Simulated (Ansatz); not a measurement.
A distorted cell of PtS2 (CdI2 type):

```yaml
crystal:
  lattice:
    - [3.49822, 0.00000, 0.00000]
    - [-1.74911, 3.02954, 0.00000]
    - [0.00000, 0.00000, 5.04911]
  atoms:
    - { symbol: Pt, position: [0.00000, 0.00000, 0.00000] }
    - { symbol: S, position: [0.33333, 0.66667, 0.24742] }
    - { symbol: S, position: [0.66667, 0.33333, 0.75258] }
```

These are r2SCAN+rVV10 (plane waves to 500 eV, PAW, scalar-relativistic; Ansatz, a quantum-chemistry and plane-wave program) values and carry that method's errors. k mesh 11×11×7 (Γ-centred), Fermi-Dirac smearing 0.05 eV. E stands for the smeared free energy. Stress and pressure are positive under compression. PtS2 is run without spin polarisation. PtS2 was relaxed with its symmetry unable to fall. Spin-orbit coupling is left out, though Pt is heavy.

Task: What is the stress tensor (GPa)?

Result: 
```
   5.08     0.00     0.00
   0.00     5.08     0.00
   0.00     0.00     1.45
```
The pressure, a third of the trace, is 3.87 GPa.

Task: It is the relaxed cell scaled evenly to V/V₀ = 0.955, atoms relaxed where free. What is its energy relative to the relaxed cell?

Result: 9.8 meV/atom.

(Under strain, the slope of the energy per volume gives the stress and its curvature an elastic modulus.)
